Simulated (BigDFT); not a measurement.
A self-consistent single point of Ge(Br)2 triplet (Br2Ge) with BigDFT.

Level of theory: BigDFT with PBE, Daubechies wavelet basis, HGH (Krack) norm-conserving potentials made for PBE, isolated boundary conditions.

```xyz
3

Ge     0.0300     0.0180     1.0053
Br     1.0043    -1.5111    -0.5094
Br    -1.0343     1.4931    -0.4959
```
Charge 0, spin multiplicity 3.

Reference input (self-consistent single point, DFT, PBE, Daubechies wavelet basis, HGH (Krack) norm-conserving potentials made for PBE, isolated boundary conditions): basis = Daubechies wavelets; dft.hgrids = 0.45 bohr; dft.rmult = 5 8; dft.ixc = 11; dft.nspin = 2; dft.mpol = 2; potentials = built-in HGH-K PBE; boundary_conditions = free; dft.gnrm_cv = 1e-04; dft.itermax = 80; dft.idsx = 6; dft.nrepmax = 3. This run's input differs from it in these lines:

```diff
@@ -3,3 +3,3 @@
   hgrids: 0.45
-  rmult: [5, 8]
+  rmult: [4, 8]
   ixc: 11
```

Output, abridged:

```
  #------------------------------------------------------------------- Self-Consistent Cycle
 Ground State Optimization:
 - Hamiltonian Optimization: &itrp001
   - Subspace Optimization: &itrep001-01
       Wavefunctions Iterations:
 iter:  1, EKS: -3.05060548032153349E+01, gnrm:  2.73E-01, D:  1.18E-01,
 iter:  2, EKS: -3.06686888273753056E+01, gnrm:  7.13E-02, D: -1.63E-01,
 iter:  3, EKS: -3.06837445794229424E+01, gnrm:  3.34E-02, D: -1.51E-02,
 iter:  4, EKS: -3.06881523580583995E+01, gnrm:  1.62E-02, D: -4.41E-03,
 iter:  5, EKS: -3.06903533405350188E+01, gnrm:  5.68E-03, D: -2.20E-03,
   [... lines left out ...]
 iter:  8, EKS: -3.06909145620918054E+01, gnrm:  1.29E-03, D: -9.07E-05,
 iter:  9, EKS: -3.06909524946740007E+01, gnrm:  9.02E-04, D: -3.79E-05,
 iter:  10, EKS: -3.06909606881639370E+01, gnrm:  4.87E-04, D: -8.19E-06,
 iter:  11, EKS: -3.06909654105974496E+01, gnrm:  2.83E-04, D: -4.72E-06,
 iter:  12, EKS: -3.06909664957154362E+01, gnrm:  1.99E-04, D: -1.09E-06,
 iter:  13, EKS: -3.06909668881237394E+01, gnrm:  1.17E-04, D: -3.92E-07,
 iter:  14, EKS: -3.06909670993407886E+01, gnrm:  9.28E-05, D: -2.11E-07,
       -  &FINAL001  { #---------------------------------------------------------- iter: 15
 iter:  15, EKS: -3.06909672134908575E+01, gnrm:  9.28E-05, D: -1.14E-07,  #FINAL
       Total magnetization             :  2.000000
        #Eigenvalues and New Occupation Numbers
       Orbitals: [
   [... 7 lines left out ...]
 Last Iteration                        : *FINAL001
  #---------------------------------------------------------------------- Forces Calculation
 Total electronic charge               :  17.999999993132
 Electric Dipole Moment (AU):
   P vector                            :  [ -3.031454E-02, -2.264375E-02,  1.144082E-01 ]
   norm(P)                             :  1.20502884E-01
 Electric Dipole Moment (Debye):
   P vector                            :  [ -7.705187E-02, -5.755468E-02,  2.907966E-01 ]
   norm(P)                             :  3.06287752E-01
 BigDFT infocode                       :  0
   [... lines left out ...]
 Atomic Forces (Ha/Bohr):
 -  {Ge: [-2.635015782435E-04, -8.913068162244E-04, -2.068077782836E-02]} # 0001
 -  {Br: [-3.411842226132E-03,  5.683884013388E-03,  1.062545023390E-02]} # 0002
 -  {Br: [ 3.675343804376E-03, -4.792577197164E-03,  1.005532759446E-02]} # 0003
 Energy (Hartree)                      : -3.06909672134908575E+01
 Force Norm (Hartree/Bohr)             :  2.68885178345378839E-02
```

The run converged in 15 iterations. Against the reference run the free energy rises by 302 meV/atom and the largest force goes from 0.661 to 1.065 eV/Å.

The grid can part forces that symmetry would make equal. Forces above 1 eV/Å remain at this geometry. This run is one point of a test of settings, so its values need not be converged; read them against the reference run alone. The geometry comes from a cheaper method or was typed, in some cases with atoms then moved at random; it is not relaxed at this level, and the species need not be a known compound. A coarse multiplier of 5 or less cuts the tails of heavy atoms' orbitals, which raises levels. The spin state was set by the input and need not be the ground state.

These are the values that this program gave, and no reference: the built-in potentials of some of these elements keep semicore shells in the core, which can shift energies, forces and lattice constants.

Cost on one core: around 30 core-seconds (rough).
